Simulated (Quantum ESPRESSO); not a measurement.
**Cheap against tight settings: HfO$_{2}$**

```xyz
6
Lattice="3.5580 0.0000 0.0000 0.0000 3.5580 0.0000 0.0000 0.0000 5.1719" Properties=species:S:1:pos:R:3 pbc="T T T"
Hf     1.7790     1.7790     2.5859
Hf     0.0000     0.0000     0.0000
O      0.0000     1.7790     3.6059
O      0.0000     1.7790     1.0199
O      1.7790     0.0000     4.1519
O      1.7790     0.0000     1.5660
```
The cell comes from the Materials Project (a computed structure). It is HfO2 in P4₂/nmc. Stability against distortions was not tested. The run has no spin polarisation.

Method: σ by PBE GIPAW (a modified build of Quantum ESPRESSO, JTH PAW datasets). The cutoff rises from row to row, with the meshes as listed. Costs are rough, from a shared machine. These are absolute shieldings with no macroscopic susceptibility term; δ = σ_ref − σ needs a reference computed alike. No spin–orbit coupling; Hf is the heaviest element present.

| setting | cutoff (Ha) | k-mesh | σ_iso O (ppm) | f-sum rule missed by (%) | rough cost ratio |
|---|---|---|---|---|---|
| A | 17.5 | 3×3×2 shifted | -96.8 | 1.2 | about 1 |
| B | 22.5 | 6×6×4 shifted | -102.2 | 0.01 | 5 |
| C | 32.5 | 8×8×6 shifted | -101.9 | 0.00 | 20 |

Largest change from the last row but one to the last: σ_iso O (ppm) by 0.3.
